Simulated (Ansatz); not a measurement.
Co (hcp, Mg type)

```xyz
2
Lattice="2.4573 0.0000 0.0000 -1.2286 2.1281 0.0000 0.0000 0.0000 3.9686" Properties=species:S:1:pos:R:3 pbc="T T T"
Co     0.0000     1.4187     2.9765
Co     1.2286     0.7094     0.9922
```

This relaxed cell (volume V₀) is scaled evenly in all directions, its shape held. Symmetry pins the atoms to their sites.

These are PBEsol (plane waves to 420 eV, PAW, scalar-relativistic; Ansatz, a quantum-chemistry and plane-wave program) values and carry that method's errors. k mesh 22×22×12 (Γ-centred), Fermi-Dirac smearing 0.05 eV. E stands for the smeared free energy. Compression counts positive. With the shape held, the modulus is that of even scaling; a crystal free to change shape is softer. Co was relaxed with its symmetry unable to fall. Relaxed Co ends ferromagnetic. Other magnetic orders were not checked, so this need not be the ground state. The zero of ΔE is the relaxed starting cell. The last digit holds for this mesh only.

| V (Å³/atom) | ΔE (meV/atom) |
|---|---|
| 9.339 | 96.2 |
| 9.512 | 64.5 |
| 9.685 | 39.9 |
| 9.858 | 21.7 |
| 10.031 | 9.4 |
| 10.203 | 2.3 |
| 10.376 | 0.0 |
| 10.549 | 2.2 |
| 10.722 | 8.3 |
| 10.895 | 18.2 |
| 11.068 | 31.4 |
| 11.241 | withheld |
| 11.414 | 66.7 |

Question: Fit a third-order Birch-Murnaghan form (E₀, V₀, B₀, B₀′ free) to the given rows and predict ΔE at V = 11.241.

Answer: Least squares on the 12 given rows: ΔE = E₀ + (9V₀B₀/16)·y²·[2 + (B₀′ − 4)y], y = (V₀/V)^(2/3) − 1, with V₀ = 10.376 Å³/atom, B₀ = 245.1 GPa (160.2 GPa = 1 eV/Å³; the term in eV is multiplied by 1000), B₀′ = 4.53, E₀ = 0.02 meV/atom; root-mean-square residual 0.06 meV/atom. At 11.241 the fit gives 47.6 meV/atom; the calculation gives 47.7 meV/atom, so the interpolation is off by -0.1 (-0.2 %). For the pressure the fit gives -16.4 GPa against the computed -16.4 GPa.

(A scan under strain: stresses follow from slopes of the energy per volume, elastic moduli from its curvatures.)
